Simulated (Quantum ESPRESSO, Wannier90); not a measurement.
PbS (Pnma): Wannier90 run

```
begin unit_cell_cart
ang
   12.0278400000    0.0000000000    0.0000000000
    0.0000000000    4.2249700000    0.0000000000
    0.0000000000    0.0000000000    4.2750200000
end unit_cell_cart
begin atoms_frac
Pb  -0.1286500000  0.2500000000  0.1649000000
Pb   0.1286500000 -0.2500000000 -0.1649000000
Pb  -0.3713500000 -0.2500000000 -0.3351000000
Pb   0.3713500000  0.2500000000  0.3351000000
S   -0.3564000000  0.2500000000  0.1079100000
S    0.3564000000 -0.2500000000 -0.1079100000
S   -0.1436000000 -0.2500000000 -0.3920900000
S    0.1436000000  0.2500000000  0.3920900000
end atoms_frac
```

Cell from Materials Project (mp-1078500), symmetrised, no further relaxation. Not found in the COD (Crystallography Open Database) copy used, which has the formula in other groups; not checked further. Computed values, not measurements, from PBEsol: Quantum ESPRESSO (norm-conserving PseudoDojo potentials, cutoff 50 Ry, no spin polarisation, no spin-orbit coupling) on a Γ-centred 4×6×6 mesh, then Wannier90. Density: 4×8×8 mesh, Gaussian smearing 0.01 Ry. Spin-orbit coupling is left out although heavy elements are present.

Bands 29-40 form an isolated set from -4.42 to 0.00 eV relative to the valence-band maximum (on the path) and are turned into 12 Wannier functions by minimising the spread from the start: atomic waves S 3p.

Question: Where do the functions sit, how wide are they and what are they made of?

Answer: 
| functions | spread (Å²) | nearest atom, distance (Å) | second atom, distance (Å) | weight on atomic waves |
|---|---|---|---|---|
| 4 | 4.52 | S 0.09 | Pb 2.78 | S 3p 71 %, Pb 6p 19 %, Pb 6s 5 % |
| 4 | 4.49 | S 0.51 | Pb 2.24 | S 3p 70 %, Pb 6p 20 %, Pb 6s 4 % |
| 4 | 4.60 | S 0.28 | Pb 2.66 | S 3p 69 %, Pb 6p 21 %, Pb 6s 5 % |

Ω_I = 52.58 Å², Ω_total = 54.43 Å²; the interpolated bands follow pw.x to 11 meV rms on the path. Only this start was tried; a symmetric start can stop on a saddle, and mixtures of these functions could lower the total by at most Ω_total − Ω_I.
